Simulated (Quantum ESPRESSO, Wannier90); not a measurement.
Tight-binding from DFT: Li2Se (anti-fluorite)

```xyz
3
Lattice="0.0000 2.9760 2.9760 2.9760 0.0000 2.9760 2.9760 2.9760 0.0000" Properties=species:S:1:pos:R:3 pbc="T T T"
Li    -1.4880    -1.4880    -1.4880
Li     1.4880     1.4880     1.4880
Se     0.0000     0.0000     0.0000
```

Cell from Materials Project (mp-2286), symmetrised, no further relaxation. COD (Crystallography Open Database) has an entry of this formula and space group (matched by these alone). Method: PBE plane waves in Quantum ESPRESSO 7.5 (PseudoDojo norm-conserving files, 69 Ry, no spin polarisation, no spin-orbit coupling), Bloch states on a 10×10×10 mesh through Γ, Wannier90 4.0.1. Density: 10×10×10 mesh, cold smearing 0.01 Ry. Spin-orbit coupling, left out, would split the p-like bands by a few tenths of an eV.

Base run: 12 functions from bands 8-28 of the 28 computed, start hydrogen-like Li: s;p; Se: s;p, centres 0.05 Å off the atoms, frozen window up to 4.46 eV relative to the valence-band maximum, outer window open. Rows change the key named; with other orbitals the number of functions and the frozen window follow, as listed; window edges are relative to the valence-band maximum. The misfit compares interpolated bands with pw.x on a high-symmetry path, for states up to 4.0 eV relative to the valence-band maximum. Converged means that the tolerances were met: symmetric starts can stop on a saddle, which shows as a larger Ω_OD at equal Ω_I and can move the misfit too.

Rows with other orbitals or bands describe another subspace, so their Ω_I can't be set against the base's. Runs that didn't settle are not listed.

| setting | orbitals | bands | functions | frozen to (eV) | Ω_I (Å²) | Ω_D (Å²) | Ω_OD (Å²) | rms misfit (meV) | worst (meV) | ended |
|---|---|---|---|---|---|---|---|---|---|---|
| base | Li sp, Se sp | 8-28 | 12 | 4.46 | 14.70 | 0.00 | 3.66 | 5.5 | 45 | converged |
| num_iter = 0 (projection only), orbitals on the atoms | Li sp, Se sp | 8-28 | 12 | 4.46 | 14.70 | 0.01 | 9.85 | 5.0 | 40 | no minimisation |
| start: the same orbitals exactly on the atoms | Li sp, Se sp | 8-28 | 12 | 4.46 | 14.70 | 0.00 | 3.68 | 5.6 | 46 | converged |
| other orbitals: Li: s;p; Se: p | Li sp, Se p | 9-28 | 11 | 4.46 | 15.85 | 0.00 | 2.98 | 6.5 | 46 | converged |
